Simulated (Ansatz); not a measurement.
Input:

GaAs:
```xyz
2
Lattice="0.0000 2.6645 2.6645 2.6645 0.0000 2.6645 2.6645 2.6645 0.0000" Properties=species:S:1:pos:R:3 pbc="T T T"
As     0.0000     0.0000     0.0000
Ga     2.6645     2.6645     2.6645
```

This is the r²SCAN-relaxed structure.

All from DFT-r²SCAN in the program Ansatz with PAW potentials, unless another level is named. Predict the electronic character.

metallic (no gap).

Predict the density of states at the Fermi level.

0.52 states/eV per atom (mean over ±0.08 eV).

And the gap with spin–orbit coupling?

none (metallic).

Space group Fm-3m (rock salt). The start of the workflow was typed in or built on a structure type; neither database checked (COD, Materials Project) lists it. It is not the phase usual at ambient conditions (space group No. 216). The cell was relaxed with r²SCAN under the symmetry of its start; its stability against distortions is not shown here. Spin–orbit coupling is left out wherever it is not named.

Potentials: the earlier of the program's two PAW sets.
